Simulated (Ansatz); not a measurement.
Fields on a plane of AlNi3 (Cu3Au type)

```xyz
4
Lattice="3.5668 0.0000 0.0000 0.0000 3.5668 0.0000 0.0000 0.0000 3.5668" Properties=species:S:1:pos:R:3 pbc="T T T"
Al     0.0000     0.0000     0.0000
Ni     0.0000     1.7834     1.7834
Ni     1.7834     0.0000     1.7834
Ni     1.7834     1.7834     0.0000
```

The slice is a {100} plane (indices of the conventional cell) through the point (0.500, 0.000, 0.500) (fractional), spanned by u = [100] and v = [010] in vectors of this cell: u (3.57 Å) and v (3.57 Å, at 90° to u). It covers one period; positions are fractions (u, v).

Atoms on it: Ni at (0.50, 0.50); Ni at (0.00, 0.00).

The numbers are results of PBE (plane waves to 420 eV, PAW, scalar-relativistic; Ansatz, a first-principles code), not measurements. k mesh 13×13×13. Inside the PAW spheres the values are not all-electron values, and peaks at nuclei hang on which shells count as valence. AlNi3 was relaxed with its symmetry unable to fall. Relaxed AlNi3 ends ferromagnetic. Other magnetic orders were not checked, so this need not be the ground state.

```
v \ u  0.00  0.09  0.19  0.28  0.38  0.47  0.56  0.66  0.75  0.84  0.94
-----  ----  ----  ----  ----  ----  ----  ----  ----  ----  ----  ----
0.94      x     x  0.24  0.18  0.28  0.29  0.29  0.25  0.18  0.29     x
0.84   0.37  0.26  0.17  0.25  0.29  0.24  0.25  0.30  0.20  0.19  0.31
0.75   0.20  0.17  0.23  0.28  0.18  0.18  0.18  0.20  0.30  0.19  0.18
0.66   0.21  0.24  0.27  0.17  0.21  0.32  0.29  0.19  0.19  0.28  0.22
0.56   0.26  0.26  0.19  0.21     x     x     x  0.31  0.18  0.22  0.26
0.47   0.26  0.26  0.18  0.24     x     x     x  0.35  0.19  0.21  0.26
0.38   0.24  0.26  0.23  0.17  0.26     x     x  0.22  0.18  0.26  0.25
0.28   0.17  0.18  0.27  0.24  0.17  0.22  0.20  0.18  0.28  0.23  0.17
0.19   0.30  0.22  0.17  0.29  0.26  0.20  0.21  0.29  0.24  0.17  0.26
0.09      x     x  0.21  0.19  0.29  0.29  0.29  0.27  0.17  0.25     x
0.00      x     x  0.27  0.18  0.27  0.30  0.29  0.23  0.19  0.34     x
```

Values: ELF of the down spins. Points within 0.5 Å of a nucleus are blanked (x), as the pseudised field means little there.

```
|98521000000000000000000000001258|
|66421000000000000000000000001246|
|33221000000000000000000000001223|
|11110000000000000000000000000111|
|00000000000000000000000000000000|
|00000000000000000000000000000000|
|00000000000000000000000000000000|
|00000000000000000000000000000000|
|00000000000000000000000000000000|
|00000000000000000000000000000000|
|00000000000000000000000000000000|
|00000000000001111111000000000000|
|00000000000012222222100000000000|
|00000000000012455542100000000000|
|00000000000013688863100000000000|
|00000000000013699963100000000000|
|00000000000013688863100000000000|
|00000000000012455542100000000000|
|00000000000012222222100000000000|
|00000000000001111111000000000000|
|00000000000000000000000000000000|
|00000000000000000000000000000000|
|00000000000000000000000000000000|
|00000000000000000000000000000000|
|00000000000000000000000000000000|
|00000000000000000000000000000000|
|00000000000000000000000000000000|
|11110000000000000000000000000111|
|33221000000000000000000000001223|
|66421000000000000000000000001246|
|98521000000000000000000000001258|
|98521000000000000000000000001258|
```
Scale: ten equal steps from -0.01 (start of '0') to 1.15 (end of '9'), in the order '0123456789'. Values: spin density, up minus down in e/Å³. The map has 32 points along u (one character each, u = 0 at the left) and 32 along v (v = 0 in the bottom row). 

| Item | Result |
|---|---|
| Density on the Ni–Ni line (2.52 Å) at its midpoint | 0.31 e/Å³ |
| ELF at that point | 0.28 |
